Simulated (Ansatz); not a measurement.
ZnSe:
```
ZnSe
1.0
    0.00000     2.83264     2.83264
    2.83264     0.00000     2.83264
    2.83264     2.83264     0.00000
Se Zn
1 1
Direct
  0.75000   0.75000   0.75000
  0.00000   0.00000   0.00000
```

Relaxed with r²SCAN.

Question: Map the electron localisation function on the plane through (0.750, 0.750, 0.750) spanned by u = [1, 0, 0] and v = [-1, 1, 1] in lattice vectors, from plane-wave PAW r²SCAN (Ansatz code).

Answer: x is the fraction of u, y of v (the angle between them is 90°; rows are the nearest grid lines); atoms in the plane: Se at (0.00, 0.00), Zn at (0.50, 0.25).
```
| .=%@@%*-:.:-*%@@%=. |
|.:+%@@%*-...-*%@@%+:.|
|=+#%@%#+:. .:+#%@%#+=|
|@@@%%#+-.   .-+#%%@@@|
|@@%%#*-.     .-*#%%@@|
|%%##+=:       :=+##%%|
|***=-.         .-=***|
|:..               ..:|
|                     |
|                     |
|                     |
|         ...         |
|     ...........     |
|     ...........     |
|    ...:::.:::...    |
|   ...::.. ..::...   |
|:.....:.     .:.....:|
|***=::.       .::=***|
|%%%#=:..     ..:=#%%%|
|@@@%#-:.     .:-#%@@@|
|@@@@@*::.. ..::*@@@@@|
|=+%@@@#-:...:-#@@@%+=|
|.:*%@@%+-...-+%@@%*:.|
| .=%@@%*-:.:-*%@@%=. |
```
Scale: ten equal steps from 0.000 (start of ' ') to 0.833 (end of '@'), in the order ' .:-=+*#%@'; x runs from 0.000 to 1.00, y from 0.000 (bottom) to 1.00 (top).

The density is the valence pseudo-density with augmentation charge, so density and ELF within about 1 Å of a nucleus are not all-electron values.

Space group F-43m (zinc blende). Symmetry was held in the r²SCAN relaxation.

Potentials: the later of the program's two PAW sets.
